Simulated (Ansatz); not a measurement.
Relaxed-ion elastic tensor of ZnS (NiAs type, space group No. 194) in GPa (Voigt order), DFT-r²SCAN in the program Ansatz with PAW potentials; density 4.93 g/cm³, 16.40 Å³ per atom.

```
 142  87.7  58.0   0.0   0.0   0.0
87.7   142  58.0   0.0   0.0   0.0
58.0  58.0   188   0.0   0.0   0.0
 0.0   0.0   0.0   0.1   0.0   0.0
 0.0   0.0   0.0   0.0   0.1   0.0
 0.0   0.0   0.0   0.0   0.0  27.2
```

Q: Is the crystal mechanically stable?

A: On the edge, within the error: the smallest eigenvalue of C is 0.1 GPa.

Q: Work out the Voigt and Reuss bounds. Is their mean of use?

A: K_V = 97.7, K_R = 97.6; G_V = 23.4, G_R = 0.4 GPa. The bounds lie so far apart that a Hill average or a Debye temperature from it would say little.

Space group P6_3/mmc (NiAs type). A made-up cell: these elements were put on the sites of a structure type; neither database checked (COD, Materials Project) lists it. It is not the phase usual at ambient conditions (space group No. 186, 216). The r²SCAN relaxation kept the symmetry of its start; whether a distortion lowers the energy is not shown.

Potentials: the later of the program's two PAW sets.
